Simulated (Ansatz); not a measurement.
Co:
```cif
data_Co2
_chemical_formula_sum 'Co2'
_space_group_name_H-M_alt 'P63/mmc'
_space_group_IT_number 194
_space_group_name_Hall '-P 6c 2c'
_cell_length_a 2.46838
_cell_length_b 2.46838
_cell_length_c 4.01941
_cell_angle_alpha 90.000
_cell_angle_beta 90.000
_cell_angle_gamma 120.000
loop_
_atom_site_label
_atom_site_type_symbol
_atom_site_symmetry_multiplicity
_atom_site_Wyckoff_symbol
_atom_site_fract_x
_atom_site_fract_y
_atom_site_fract_z
_atom_site_occupancy
Co1 Co 2 c 0.33333 0.66667 0.25000 1
```
The run is spin-polarised.

Relaxed at zero pressure with r²SCAN in the plane-wave PAW code Ansatz.

Q: The volume is raised by 9 % and shape and atoms relax at that volume. What pressure results, and how do the axes share the change?

A: -15.8 GPa; a 2.9 %, b 2.9 %, c 3.0 %; the energy rises by 51 meV/atom.

Q: Give the new structure.

A: 
Space group P6₃/mmc (No. 194); a = 2.539 Å, b = 2.539 Å, c = 4.141 Å, α = 90.00°, β = 90.00°, γ = 120.00°

| atom | site | symmetry | x | y | z |
|---|---|---|---|---|---|
| Co | 2c | -6m2 | 0.3333 | 0.6667 | 0.2500 |

The phase is kept; no other phase was compared at this pressure.

Space group P6_3/mmc (hcp (Mg type)). The cell was relaxed with r²SCAN under the symmetry of its start. Spin order of the final state: ferromagnetic, chosen from 5 collinear starts compared on coarse meshes (ties went to the first, and starts can fall back to one state), not a proven ground state. Textbook magnetic order: ferromagnetic. Other orbital occupations within this spin state were not tried. Axis ratios of metals converge slowly with the k-mesh, so a and c are less sure than the volume.

Potentials: the earlier of the program's two PAW sets.
